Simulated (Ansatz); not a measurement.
Relaxed-ion elastic tensor of TiAl$_{3}$ in space group I4/mmm (No. 139; Al on 2b, Al on 4d, Ti on 2a) in GPa (Voigt order), plane-wave PAW LDA (Ansatz code); density 3.53 g/cm³, 15.14 Å³ per atom.

```tsv
	1	2	3	4	5	6
1	211	94.8	50.2	0.0	0.0	0.0
2	94.8	211	50.2	0.0	0.0	0.0
3	50.2	50.2	238	0.0	0.0	0.0
4	0.0	0.0	0.0	102	0.0	0.0
5	0.0	0.0	0.0	0.0	102	0.0
6	0.0	0.0	0.0	0.0	0.0	141
```

**Question.** Is the crystal mechanically stable?

**Answer.** Yes: the smallest eigenvalue of C is 102 GPa.

**Question.** Work out the Voigt, Reuss and Hill averages.

**Answer.** K_V = 117, K_R = 117, K_H = 117; G_V = 100, G_R = 92.4, G_H = 96.3 GPa.

**Question.** Give Young's modulus, Poisson's ratio, Pugh's ratio and the universal anisotropy index.

**Answer.** E = 9KG/(3K + G) = 227 GPa; ν = 0.18; K/G = 1.21 (brittle by the Pugh limit of 1.75); A_U = 5G_V/G_R + K_V/K_R − 6 = 0.43.

**Question.** Estimate the sound speeds and the Debye temperature.

**Answer.** v_l = √((K + 4G/3)/ρ) = 8330 m/s, v_t = √(G/ρ) = 5220 m/s, mean 5750 m/s; Θ = (h/k)(3n/4πV)^(1/3) v_m = 692 K.

**Question.** How much does each axis shrink under pressure?

**Answer.** Linear compressibilities β_i = Σ_j S_ij (j = 1 to 3): x 2.8, y 2.8, z 3.0 per TPa.

The cell was relaxed with LDA under the symmetry of its start; of distortions, only those at the zone centre were tested. The run is not spin-polarised. As this level gives no gap, shear constants depend on the k-mesh and smearing (Fermi–Dirac, 0.1 eV here).

Potentials: the later of the program's two PAW sets.
